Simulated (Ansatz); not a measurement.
Relaxed CsPbCl$_{3}$ (cubic perovskite):

```yaml
crystal:
  lattice:
    - [5.67350, 0.00000, 0.00000]
    - [0.00000, 5.67350, 0.00000]
    - [0.00000, 0.00000, 5.67350]
  atoms:
    - { symbol: Cs, position: [0.00000, 0.00000, 0.00000] }
    - { symbol: Pb, position: [0.50000, 0.50000, 0.50000] }
    - { symbol: Cl, position: [0.00000, 0.50000, 0.50000] }
    - { symbol: Cl, position: [0.50000, 0.50000, 0.00000] }
    - { symbol: Cl, position: [0.50000, 0.00000, 0.50000] }
```

Computed with r2SCAN (plane waves to 500 eV, PAW, scalar-relativistic; Ansatz, a first-principles code). k mesh 5×5×5 (Γ-centred), Fermi-Dirac smearing 0.05 eV. CsPbCl3 was relaxed with its symmetry unable to fall. Spin-orbit coupling is left out, though Pb is heavy. This is a high-temperature form of CsPbCl3.

One atom of the cell was then moved (with its periodic images), all else fixed, and the forces (eV/Å) came out as:

```
atom     Fx     Fy       Fz
----  -----  -----  -------
Cs1   0.000  0.000   -0.005
Pb2   0.000  0.000   15.120
Cl3   0.000  0.000    0.027
Cl4   0.000  0.000  -15.170
Cl5   0.000  0.000    0.027
```

Which atom was moved, and by which vector (Å)?

Cl4, by (0.00, 0.00, 0.85), 0.85 Å in all.

(For displaced atoms, the force is minus the slope of the energy, and its curvature is a force constant, which sets phonon frequencies.)
